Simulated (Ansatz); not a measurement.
ZnO:
```cif
data_O2Zn2
_chemical_formula_sum 'Zn2 O2'
_space_group_name_H-M_alt 'P 1'
_space_group_IT_number 1
_cell_length_a 3.23491
_cell_length_b 3.23491
_cell_length_c 5.21216
_cell_angle_alpha 90.000
_cell_angle_beta 90.000
_cell_angle_gamma 120.000
loop_
_space_group_symop_operation_xyz
  'x, y, z'
loop_
_atom_site_label
_atom_site_type_symbol
_atom_site_fract_x
_atom_site_fract_y
_atom_site_fract_z
_atom_site_occupancy
Zn1 Zn 0.66667 0.33333 0.50042 1
Zn2 Zn 0.33333 0.66667 0.00042 1
O1 O 0.66667 0.33333 0.87989 1
O2 O 0.33333 0.66667 0.37989 1
```

Relaxed with r²SCAN.

Which orbitals make up the states near the band edges in plane-wave PAW r²SCAN (Ansatz code)?

Top 1 eV of the valence band: O 2p 76 %, Zn 3d 22 %. Bottom 1 eV of the conduction band: Zn 4s 60 %, O 2s 21 %, O 2p 16 %. Projections are on Löwdin-orthogonalised atomic valence shells; empty p or d shells of many metals are not among them.

Tabulate the density of states.

States/eV per cell of 4 atoms, in 0.25 eV bins, energy from the valence-band maximum.

```
E (eV)  total  Zn 3d  O 2p  Zn 4s
------  -----  -----  ----  -----
-6.45    0.00   0.00  0.00   0.00
-6.20    5.68   3.02  2.13   0.49
-5.95    8.11   4.60  2.94   0.52
-5.70   10.58   7.56  2.81   0.18
-5.45   12.37   8.76  3.39   0.15
-5.20    9.04   6.43  2.39   0.18
-4.95    2.19   1.57  0.55   0.07
-4.70    4.11   4.06  0.03   0.01
-4.45   20.23  20.02  0.12   0.04
-4.20    7.76   7.15  0.32   0.11
-3.95    2.17   1.41  0.56   0.14
-3.70    3.90   2.33  1.20   0.27
-3.45    3.26   1.72  1.20   0.19
-3.20    2.31   1.13  0.95   0.12
-2.95    1.94   0.82  0.92   0.09
-2.70    2.18   0.81  1.17   0.09
-2.45    2.76   0.91  1.63   0.09
-2.20    3.35   0.97  2.15   0.08
-1.95    3.12   0.83  2.09   0.07
-1.70    3.26   0.81  2.27   0.05
-1.45    4.03   0.95  2.91   0.05
-1.20    5.59   1.26  4.15   0.03
-0.95    4.36   0.96  3.29   0.02
-0.70    2.83   0.61  2.16   0.01
-0.45    1.84   0.39  1.42   0.01
-0.20    0.96   0.20  0.75   0.00
0.05     0.06   0.01  0.05   0.00
0.30     0.00   0.00  0.00   0.00
0.55     0.00   0.00  0.00   0.00
0.80     0.00   0.00  0.00   0.00
1.05     0.00   0.00  0.00   0.00
1.30     0.00   0.00  0.00   0.00
1.55     0.02   0.00  0.00   0.01
1.80     0.04   0.00  0.01   0.02
2.05     0.06   0.00  0.01   0.03
2.30     0.08   0.00  0.02   0.05
2.55     0.10   0.00  0.02   0.06
2.80     0.13   0.00  0.03   0.08
3.05     0.16   0.00  0.04   0.09
3.30     0.19   0.00  0.04   0.11
3.55     0.23   0.00  0.05   0.14
3.80     0.27   0.00  0.06   0.16
4.05     0.31   0.00  0.07   0.19
4.30     0.36   0.00  0.07   0.22
4.55     0.41   0.00  0.08   0.25
4.80     0.46   0.00  0.09   0.28
5.05     0.53   0.00  0.10   0.32
5.30     0.61   0.00  0.11   0.37
5.55     0.71   0.00  0.11   0.42
5.80     0.86   0.00  0.12   0.49
6.05     1.13   0.00  0.14   0.59
```

Space group P6_3mc (wurtzite). The r²SCAN relaxation kept the symmetry of its start.

Potentials: the earlier of the program's two PAW sets.
